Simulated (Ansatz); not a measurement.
**Hf4C3: start and end of a relaxation**

The cell of Hf4C3 is invented: random cell by space group and Wyckoff sites (I-43m, No. 217). The dimensions are guesses.

start.cif

```cif
data_structure
_symmetry_space_group_name_H-M 'P 1'
_symmetry_Int_Tables_number 1
_cell_length_a 4.2752
_cell_length_b 4.2752
_cell_length_c 4.2752
_cell_angle_alpha 109.471
_cell_angle_beta 109.471
_cell_angle_gamma 109.471
_cell_volume 60.15
loop_
_atom_site_label
_atom_site_type_symbol
_atom_site_fract_x
_atom_site_fract_y
_atom_site_fract_z
_atom_site_occupancy
Hf1 Hf 0.28387 0.28387 0.28387 1
Hf2 Hf 0.00000 0.00000 0.71613 1
Hf3 Hf 0.00000 0.71613 0.00000 1
Hf4 Hf 0.71613 0.00000 0.00000 1
C1 C 0.00000 0.50000 0.50000 1
C2 C 0.50000 0.00000 0.50000 1
C3 C 0.50000 0.50000 0.00000 1
```

Computed with DFT PBE, scalar-relativistic, plane waves, PAW (Ansatz). Cutoff 420 eV, Gaussian smearing, Γ-centred meshes. Cell and atoms relax first on a coarse mesh and then on a finer one. In between, the cell is made exact in the group found at 0.06 Å. In metals the finer mesh still leaves noise of several meV/atom or more. The steps can't lower the symmetry of their start. No spin polarisation.

end.cif

```cif
data_structure
_symmetry_space_group_name_H-M 'P 1'
_symmetry_Int_Tables_number 1
_cell_length_a 4.9539
_cell_length_b 4.9539
_cell_length_c 4.9539
_cell_angle_alpha 109.471
_cell_angle_beta 109.471
_cell_angle_gamma 109.471
_cell_volume 93.59
loop_
_atom_site_label
_atom_site_type_symbol
_atom_site_fract_x
_atom_site_fract_y
_atom_site_fract_z
_atom_site_occupancy
Hf1 Hf 0.38652 0.38652 0.38652 1
Hf2 Hf 0.00000 0.00000 0.61348 1
Hf3 Hf 0.00000 0.61348 0.00000 1
Hf4 Hf 0.61348 0.00000 0.00000 1
C1 C 0.00000 0.50000 0.50000 1
C2 C 0.50000 0.00000 0.50000 1
C3 C 0.50000 0.50000 0.00000 1
```

The symmetry stays I-43m (No. 217). The volume per atom grows by 55.6 %, from 8.6 to 13.4 Å³. The shortest distance goes from 1.98 Å (Hf–Hf) to 2.35 Å (Hf–C). The energy falls by about 6.5 eV/atom (the start's value is from the coarse mesh).

* Volume per atom: 13.37 Å³
* Density: 13.31 g/cm³
* Formation energy: −0.06 eV/atom
* Gap on the 10×10×10 mesh of the 7-atom cell: 0 eV (a metal)

Energies over the elements count from the elements' standard structures at the same level, with no fitted energy shifts. It lies below the elements, which doesn't yet make it stable against other compounds or structures.

The last run used Gaussian smearing of 0.10 eV. These runs have no spin–orbit coupling, which can matter for Hf. The reference form of C is held partly by dispersion forces, which this level lacks. A structure relaxed within its symmetry needn't be a true minimum. In all, the 3 runs took 5.8 min on 1 thread of Arm Neoverse V1 (shared host).
